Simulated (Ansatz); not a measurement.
Data:

SnO2:
```yaml
crystal:
  lattice:
    - [4.72263, 0.00000, 0.00000]
    - [0.00000, 4.72263, 0.00000]
    - [0.00000, 0.00000, 3.19022]
  atoms:
    - { symbol: Sn, position: [0.00000, 0.00000, 0.00000] }
    - { symbol: Sn, position: [0.50000, 0.50000, 0.50000] }
    - { symbol: O, position: [0.30607, 0.30607, 0.00000] }
    - { symbol: O, position: [0.80607, 0.19393, 0.50000] }
    - { symbol: O, position: [0.19393, 0.80607, 0.50000] }
    - { symbol: O, position: [0.69393, 0.69393, 0.00000] }
```

This is the LDA-relaxed structure.

**Question.** All from LDA (plane waves, PAW; program Ansatz), unless another level is named. Predict the vibrational entropy at 300 K.

**Answer.** 18.3 J/(K·mol of atoms).

**Question.** Next, the Debye temperature from the elastic constants?

**Answer.** 529 K.

**Question.** What about the zero-point energy?

**Answer.** 70.4 meV/atom.

Space group P4_2/mnm (rutile). The cell was relaxed with LDA under the symmetry of its start; phonons on a q-mesh show no instability. Spin–orbit coupling is left out wherever it is not named.

Potentials: the later of the program's two PAW sets.
